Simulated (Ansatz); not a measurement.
## In3Ga: a fit and a missing row

In3Ga, Fm-3m, a = 7.331 Å. The structure is a Materials Project entry; whether it is the stable form wasn't checked. Ansatz: r2SCAN, PAW, 500 eV, Γ-centred 10×10×10 mesh on 4 atoms, Gaussian smearing 0.10 eV; no spin polarisation. Symmetry fixes shape and atoms, so the cell is only scaled; pressure is positive in compression.

| V (Å³/atom) | P (GPa) |
| --- | --- |
| 23.150 | 3.08 |
| 23.889 | 1.40 |
| 24.627 | 0.03 |
| 25.366 | ? |
| 26.105 | -2.05 |

Question: Take V0 = 24.627 Å³/atom, count pressures from its P0 = 0.03 GPa, fit the third-order Birch–Murnaghan form to the other rows, and predict the missing pressure.

Answer: With the Eulerian strain f = ½[(V0/V)^(2/3) − 1] and y = (P − P0)/[3f(1 + 2f)^(5/2)], the form is the line y = B0 + 1.5 B0 (B0′ − 4) f. Rows (f, y): 0.02105, 43.6; 0.01025, 42.3; -0.01906, 40.1. Means f = 0.004080, y = 42.000; Σ(Δf)² = 0.0008615, ΣΔfΔy = 0.07297; the slope is their ratio. y = 41.65 + 84.70 f GPa, so B0 = 41.6 GPa and B0′ = 4 + 2 × (84.70)/(3 × 41.65) = 5.36. At V = 25.366, f = -0.00976, y = 40.82 and P = -1.11 GPa. The run gave -1.10 GPa, so the fit is 0.01 GPa too low, within twice the rms miss on the fitted rows (0.006 GPa).

Cost: 5 runs of about 1.8 core-minutes in all, on Arm Neoverse V2 (shared hosts).